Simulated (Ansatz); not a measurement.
TiB2:
```
CELL_PARAMETERS angstrom
      3.02446     0.00000     0.00000
     -1.51223     2.61926     0.00000
      0.00000     0.00000     3.22341
ATOMIC_POSITIONS crystal
  Ti 0.00000 0.00000 0.00000
  B  0.33333 0.66667 0.50000
  B  0.66667 0.33333 0.50000
```

Relaxed with r²SCAN.

Problem. Map the electron localisation function on the plane through (0.000, 0.000, 0.000) spanned by u = [0, 0, 1] and v = [1, -1, 0] in lattice vectors, from DFT-r²SCAN in the program Ansatz with PAW potentials.

Solution. x is the fraction of u, y of v (the angle between them is 90°; rows are the nearest grid lines); atoms in the plane: Ti at (0.00, 0.00), B at (0.50, 0.33), B at (0.50, 0.67).
```
y \ x   0.000  0.0625  0.188  0.250  0.375  0.438  0.562  0.625  0.750  0.812  0.938   1.00
------  -----  ------  -----  -----  -----  -----  -----  -----  -----  -----  -----  -----
1.00    0.006   0.096  0.649  0.372  0.072  0.125  0.125  0.072  0.372  0.649  0.096  0.006
0.923   0.510   0.582  0.514  0.186  0.142  0.236  0.236  0.142  0.186  0.514  0.582  0.510
0.846   0.385   0.333  0.124  0.159  0.469  0.528  0.528  0.469  0.159  0.124  0.333  0.385
0.769   0.136   0.159  0.415  0.568  0.557  0.446  0.446  0.557  0.568  0.415  0.159  0.136
0.692   0.379   0.421  0.631  0.659  0.208  0.018  0.018  0.208  0.659  0.631  0.421  0.379
0.615   0.353   0.395  0.619  0.669  0.352  0.117  0.117  0.352  0.669  0.619  0.395  0.353
0.538   0.252   0.292  0.557  0.681  0.792  0.803  0.803  0.792  0.681  0.557  0.292  0.252
0.462   0.252   0.292  0.557  0.681  0.792  0.803  0.803  0.792  0.681  0.557  0.292  0.252
0.385   0.353   0.395  0.619  0.669  0.352  0.117  0.117  0.352  0.669  0.619  0.395  0.353
0.308   0.379   0.421  0.631  0.659  0.208  0.018  0.018  0.208  0.659  0.631  0.421  0.379
0.231   0.136   0.159  0.415  0.568  0.557  0.446  0.446  0.557  0.568  0.415  0.159  0.136
0.154   0.385   0.333  0.124  0.159  0.469  0.528  0.528  0.469  0.159  0.124  0.333  0.385
0.0769  0.510   0.582  0.514  0.186  0.142  0.236  0.236  0.142  0.186  0.514  0.582  0.510
0.000   0.006   0.096  0.649  0.372  0.072  0.125  0.125  0.072  0.372  0.649  0.096  0.006
```

The density is the valence pseudo-density with augmentation charge, so density and ELF within about 1 Å of a nucleus are not all-electron values.

Space group P6/mmm. The r²SCAN relaxation kept the symmetry of its start. No spin polarisation was allowed.

Potentials: the later of the program's two PAW sets.
